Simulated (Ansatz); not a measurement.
ReW (CsCl type) was relaxed and computed twice in Ansatz (plane waves, PAW), once with PBE and once with r²SCAN.

|  | run 1 | run 2 |
|---|---|---|
| cell | a = 3.147 Å, b = 3.147 Å, c = 3.147 Å, α = 90.00°, β = 90.00°, γ = 90.00° | a = b = c = 3.131 Å, α = β = γ = 90.00° |
| ΔH_f (eV/atom) | 0.09 | 0.06 |
| B₀ by P(V) fit (GPa) | 330 | 351 |

Q: Which run used which functional?

A: Run 1 is PBE, run 2 is r²SCAN.

Constructed cells (a structure type filled with these elements, in neither database checked): ReW, CsCl type. All cells were relaxed under the symmetry of their starts (and spin orders); stability against distortions was not tested throughout. Rows with no word on spin ran without spin polarisation. Spin–orbit coupling is left out wherever it is not named.

Potentials: the earlier of the program's two PAW sets.

Ansatz (a quantum-chemistry and plane-wave program) is a plane-wave DFT program.

Formation energies count from the lowest solids of the elements computed at the same level, not from gases.
